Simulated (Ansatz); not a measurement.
Si:
```yaml
crystal:
  lattice:
    - [-1.68319, 1.68319, 3.08216]
    - [1.68319, -1.68319, 3.08216]
    - [1.68319, 1.68319, -3.08216]
  atoms:
    - { symbol: Si, position: [0.19108, 0.19108, 0.00000] }
    - { symbol: Si, position: [0.80892, 0.80892, 0.00000] }
```

Relaxed with r²SCAN. Special points in fractions of this cell's reciprocal vectors: Γ (0.000, 0.000, 0.000); X (0.000, 0.000, 0.500); P (0.250, 0.250, 0.250); N (0.000, 0.500, 0.000); M (0.500, 0.500, -0.500); S (0.325, 0.675, -0.325); S0 (-0.325, 0.325, 0.325); R (-0.149, 0.149, 0.500); G (0.500, 0.500, -0.149).

Q: List the band energies nearest the Fermi level at these points for DFT-r²SCAN in the program Ansatz with PAW potentials.

A: In eV from the Fermi level; about four levels below and three above (degenerate sets whole), none deeper than 8.9 eV; points with the same levels are listed once.

```
k                    below            above
-  -----------------------  ---------------
Γ                    -0.24   0.45 0.45 2.74
X  -6.06 -4.42 -4.14 -1.76   1.01 7.99 9.86
P  -5.32 -5.31 -5.31 -0.14   4.07 4.07 4.81
N              -8.57 -2.32   1.22 1.88 2.87
M        -7.74 -1.38 -1.38  0.84 2.78 11.74
S              -8.28 -5.34   0.09 3.23 5.52
R  -7.56 -7.45 -5.51 -3.42   0.01 3.81 8.50
```

Space group I4/mmm. The start of the workflow was typed in or built on a structure type; the Crystallography Open Database copy checked does not list it. It is not the phase usual at ambient conditions (space group No. 227). Symmetry was held in the r²SCAN relaxation; its stability against distortions is not shown here.

Potentials: the later of the program's two PAW sets.
